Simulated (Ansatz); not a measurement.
One starting cell of CdSe (a generated trial cell of CdSe in the 4H structure type) was relaxed twice with Ansatz (plane waves, PAW, scalar-relativistic): with PBEsol at 420 eV and with PBE at 420 eV. The PBEsol result:

```
CELL_PARAMETERS angstrom
      4.30202     0.00000     0.00000
     -2.15101     3.72566     0.00000
      0.00000     0.00000    14.03920
ATOMIC_POSITIONS crystal
  Cd 0.00000 0.00000 0.00031
  Cd 0.00000 0.00000 0.50031
  Cd 0.66667 0.33333 0.75022
  Cd 0.33333 0.66667 0.25022
  Se 0.00000 0.00000 0.81268
  Se 0.00000 0.00000 0.31268
  Se 0.66667 0.33333 0.56242
  Se 0.33333 0.66667 0.06242
```

| quantity | PBEsol | PBE |
|---|---|---|
| space group | P6₃mc | P6₃mc |
| volume (Å³/atom) | 28.13 | … |
| a (Å) | 4.302 | … |
| c (Å) | 14.039 | … |
| gap (eV, no spin-orbit coupling) | 0.51 | … |

### Question
Fill in the PBE column.

### Answer

- volume (Å³/atom), PBE: 29.75
- a (Å), PBE: 4.383
- c (Å), PBE: 14.308
- gap (eV, no spin-orbit coupling), PBE: 0.52

Both levels end in the same structure; PBE's volume is 5.8 % larger; its gap is the same within 0.05 eV. Neither column is exact.

No spin polarisation in the result.

The run could not lose the symmetry of its start; a randomly shaken copy of 8 atoms returns to this structure.

The first start was generated by placing the elements on the sites of a structure type. A measured structure of CdSe has the same space group, P6₃mc (No. 186); the sites were not compared with it.

Ansatz is a program for electronic structure.
